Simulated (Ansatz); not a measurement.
Computed frozen-phonon scan: Y (hcp, Mg type)

Starting cell, Y (hcp, Mg type):

```
CELL_PARAMETERS angstrom
      3.65564     0.00000     0.00000
     -1.82782     3.16588     0.00000
      0.00000     0.00000     5.67870
ATOMIC_POSITIONS crystal
  Y  0.33333 0.66667 0.75000
  Y  0.66667 0.33333 0.25000
```

The atoms are displaced by Q × the pattern below (from a DFPT mode at Γ, largest move 1; Q in Å), at fixed cell. It is one choice among 2 degenerate patterns.

```json
[
 {"atom": "Y1", "x": "0.000", "y": "1.000", "z": "0.000"},
 {"atom": "Y2", "x": "0.000", "y": "-1.000", "z": "0.000"}
]
```

All values below come from PBE (plane waves to 420 eV, PAW, scalar-relativistic; Ansatz, a program for electronic structure). k mesh 15×15×8 (Γ-centred), Fermi-Dirac smearing 0.05 eV. E stands for the smeared free energy. With partly filled bands, energies and forces of such displacements shift with the k mesh and the smearing. Y is run without spin polarisation. Y was relaxed with its symmetry unable to fall. The zero of ΔE is the undisplaced structure.

| Q (Å) | ΔE (meV/cell) | −dE/dQ from forces (eV/Å) |
|---|---|---|
| -0.180 | 71 | 0.720 |
| -0.150 | 51 | 0.632 |
| -0.120 | 34 | 0.528 |
| -0.090 | 19 | 0.413 |
| -0.060 | 9 | 0.288 |
| -0.030 | 2 | 0.151 |
| 0.000 | 0 | 0.000 |
| 0.030 | 2 | -0.162 |
| 0.060 | 10 | -0.324 |
| 0.090 | 22 | -0.481 |
| 0.120 | 39 | -0.634 |
| 0.150 | 60 | -0.790 |
| 0.180 | 86 | -0.944 |

Summary:

Energy at Q = 0.180 Å: 86 meV/cell
Space group of the distorted cell: Cmcm (No. 63), lowered from P6_3/mmc
Symmetry of the curve: not even: the positive side lies higher at ±0.180 Å
Shape of the curve: a single well with its minimum at or next to zero displacement
Harmonic wavenumber from the curvature (finite differences): 90 cm⁻¹

(For displaced atoms, the force is minus the slope of the energy, and its curvature is a force constant, which sets phonon frequencies.)
